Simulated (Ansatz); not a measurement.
This run works on a generated trial structure, not on a known crystal.

Input and command of a plane-wave DFT calculation in Ansatz:

```yaml
crystal:
  lattice:
    - [2.9917545325, 0.0, 0.0]
    - [-1.4958772662, 2.590935427, 0.0]
    - [0.0, 0.0, 22.8251656853]
  atoms:
    - { symbol: Si, position: [0.3333333333, 0.6666666667, 0.6762554404] }
    - { symbol: Si, position: [0.3333333333, 0.6666666667, 0.3237445596] }
    - { symbol: Si, position: [0.6666666667, 0.3333333333, 0.405574887] }
    - { symbol: Si, position: [0.6666666667, 0.3333333333, 0.594425113] }
    - { symbol: Ge, position: [0.3333333333, 0.6666666667, 0.8812833822] }
    - { symbol: Ge, position: [0.3333333333, 0.6666666667, 0.1187166178] }
    - { symbol: Ge, position: [0.3333333333, 0.6666666667, 0.5] }
    - { symbol: Ge, position: [0.6666666667, 0.3333333333, 0.7707972956] }
    - { symbol: Ge, position: [0.6666666667, 0.3333333333, 0.0] }
    - { symbol: Ge, position: [0.6666666667, 0.3333333333, 0.2292027044] }
basis:
  ecutwfc: 420
kpoints:
  mp_grid: { grid: [12, 12, 2] }
hamiltonian:
  xc: pbe
scf:
  occupations: { method: gaussian, width: 0.1 }
output:
  forces: true
  stress: true
  eigenvalues: true
  write_density: true
  write_potential: true
  elf: true
  volumetric_format: npy
relax:
  adjacent_minimum: "off"
  f_tol: 0.01
  max_steps: 80
  cell: { stress_tol: 0.05 }
```

```bash
ansatz run input.yaml --threads 1 --pin off --max-ram 2560MiB --backend cpu --events-out ev --progress --plain --runs-dir out
```

Processor: Intel(R) Xeon(R) Processor @ 2.70GHz, 1 thread, on a host shared with other jobs.

Question: Estimate time, memory and problem size.

Answer: About 9.3 min, peak memory 0.61 GiB. It solves 60 bands at 38 k points (after reduction by symmetry) with about 3429 plane waves (on the last cell), in 93 SCF iterations over 13 ionic steps.
